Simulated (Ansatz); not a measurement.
Ansatz input file:

```yaml
crystal:
  lattice:
    - [4.623351835, 0.0, 0.0]
    - [-2.3116759175, 4.0039401398, 0.0]
    - [0.0, 0.0, 2.8938301111]
  atoms:
    - { symbol: Zr, position: [0.0, 0.0, 0.0] }
    - { symbol: Co, position: [0.5, 0.0, 0.5] }
    - { symbol: Co, position: [0.5, 0.5, 0.5] }
    - { symbol: Co, position: [0.0, 0.5, 0.5] }
    - { symbol: B, position: [0.3333333333, 0.6666666667, 0.0] }
    - { symbol: B, position: [0.6666666667, 0.3333333333, 0.0] }
basis:
  ecutwfc: 500
kpoints:
  mp_grid: { grid: [12, 12, 12] }
hamiltonian:
  xc: r2scan
scf:
  occupations: { method: gaussian, width: 0.1 }
output:
  forces: true
  stress: true
  eigenvalues: true
relax:
  adjacent_minimum: "off"
  f_tol: 0.01
  max_steps: 30
  cell: { stress_tol: 0.1, fix: [volume] }
```

Command:
```bash
ansatz run input.yaml --threads 1 --pin off --max-ram 2560MiB --backend cpu --events-out ev --progress --plain --runs-dir out
```

Level of theory: DFT r2SCAN, scalar-relativistic, plane waves, PAW in Ansatz.

Abridged output (final results; tables in files aren't shown):

```
SCF 4 converged in 5 iterations: F = -19904.774340 eV  dr2 = 1.66e-10
SCF converged after 5 iterations
Free energy (F): -19904.774340 eV
Harris-Foulkes:  -19904.774340 eV  (|F-HF|=1.82e-11)
Internal energy: -19904.761593 eV  (E = F + TS)
E sigma→0 (E₀):  -19904.767966 eV
Entropy (-TS):   -0.012747 eV (-2.125 meV/atom)
Fermi energy:    20.762092 eV
--- Per-component energies (eV) ---
  E_band       = -660.684850
  E_kinetic    = 1834.998530
  E_local      = -9914.137661  (includes V_loc(G=0)·N_el)
  E_nonlocal   = 1467.245167
  E_hartree    = 4256.746406
  E_xc         = -706.937404
  E_vxc        = -1007.475514  (∫ρ·V_xc dr)
  E_paw        = -7705.614978  (= ΣΔE_a)
  E_vpaw       = -1617.215590  (= ΣTr[D̂ρ^β])
  E_aug_tail   = 0.000094  (compensation charges beyond the density's cutoff)
  E_vtau       = 62.407386  (kinetic-family band-sum trace: ∫τ·v_τ [+ j·A + Jᵃ·Aᵃ] dr)
  E_ewald      = -9135.974502
  E_core_change = -1.087244  (= ΣΔE_core)
  E_smearing   = -0.012747  (= −TS)
--- Forces (eV/Å), atoms counted from 1 ---
  atom   1  Zr     0.00000000     0.00000000     0.00000000
  atom   2  Co     0.00000000     0.00000000     0.00000000
  atom   3  Co     0.00000000     0.00000000     0.00000000
  atom   4  Co     0.00000000     0.00000000     0.00000000
  atom   5  B      0.00000000     0.00000000     0.00000000
  atom   6  B      0.00000000     0.00000000     0.00000000
--- Stress (GPa, compression-positive) ---
       43.797082       0.000000       0.000000
        0.000000      43.797082       0.000000
        0.000000       0.000000      43.774725
  P = ⅓ Tr σ = 43.7896 GPa (437.896 kbar)
--- Band table (eV; the first three rows and the last of 133) ---
  k-point 0: bands = ["-78.0065", "-77.9352", "-77.9352", "-40.3251", "-39.9380", "-39.9380", "-39.8463", "-39.7776", "-39.7776", "-39.6361", "-39.6361", "-39.5185", "-29.5434", "-6.9936", "-6.9936", "-6.3466", "7.7314", "13.3329", "13.3329", "14.1840", "14.9099", "15.2814", "15.7378", "17.2583", "17.2583", "17.8633", "17.8633", "19.4662", "19.4662", "19.7543", "19.7543", "19.8288", "19.8288", "19.9917", "21.2776", "21.5108", "21.7285", "22.5991", "22.5991", "25.7422", "25.7422", "27.9509"]
  k-point 1: bands = ["-78.0063", "-77.9350", "-77.9350", "-40.3249", "-39.9377", "-39.9377", "-39.8495", "-39.7804", "-39.7804", "-39.6359", "-39.6359", "-39.5183", "-29.5323", "-6.9831", "-6.9831", "-6.4447", "7.8604", "13.4657", "13.4657", "13.7993", "15.3408", "15.3747", "15.6963", "17.2858", "17.2858", "17.6506", "17.6506", "19.4848", "19.4848", "19.5228", "19.5228", "19.9576", "20.1116", "20.1116", "21.1784", "21.5116", "21.8548", "22.5163", "22.5163", "25.4317", "25.4317", "27.9002"]
  k-point 2: bands = ["-78.0058", "-77.9345", "-77.9345", "-40.3241", "-39.9367", "-39.9367", "-39.8582", "-39.7883", "-39.7883", "-39.6352", "-39.6352", "-39.5178", "-29.5018", "-6.9542", "-6.9542", "-6.7059", "8.2391", "13.2610", "13.8552", "13.8552", "15.2095", "15.9308", "16.0115", "17.1883", "17.1883", "17.3577", "17.3577", "19.3164", "19.3164", "19.5370", "19.5370", "19.8660", "20.2194", "20.2194", "20.7649", "21.5138", "22.2582", "22.2582", "22.4715", "25.1840", "25.1840", "27.7560"]
  k-point 132: bands = ["-77.9681", "-77.9681", "-77.9325", "-40.1011", "-40.1011", "-39.8615", "-39.8569", "-39.8569", "-39.8206", "-39.7057", "-39.6020", "-39.6020", "-29.3757", "-7.6651", "-6.8390", "-6.8390", "12.0438", "12.0438", "13.8924", "13.8924", "14.6351", "16.4100", "16.4100", "16.4799", "16.4799", "17.6315", "17.6790", "19.1210", "19.2706", "19.2706", "19.3270", "19.3270", "19.8355", "19.8355", "20.1957", "20.5450", "22.1249", "24.0293", "24.0293", "24.1977", "24.1977", "27.1858"]
--- Relaxed structure (3 steps of the walk, 3 accepted, 1 SCFs on fresh bases) ---
  F+E_penalty+E_count = -19904.77434001 eV   max|allowed force component| = 2.930e-16 eV/Å   (the final SCF, on the basis selected at the relaxed cell)
  cell:  # Å, volume = 53.5695 Å³
    - [4.62877257, 0.0, 0.0]
    - [-2.31438628, 4.00863463, 0.0]
    - [0.0, 0.0, 2.88705617]
  atoms:
    - { symbol: Zr, position: [0.0, 0.0, 0.0] }
    - { symbol: Co, position: [0.5, 0.0, 0.49999999] }
    - { symbol: Co, position: [0.5, 0.49999999, 0.49999999] }
    - { symbol: Co, position: [0.0, 0.49999999, 0.49999999] }
    - { symbol: B, position: [0.33333333, 0.66666666, 0.0] }
    - { symbol: B, position: [0.66666666, 0.33333333, 0.0] }
```

The relaxation met its thresholds.

It took 110 s on 1 thread of Oxide Virtual Turin-like Processor (Zen 5), on a shared host, peak memory 0.76 GiB.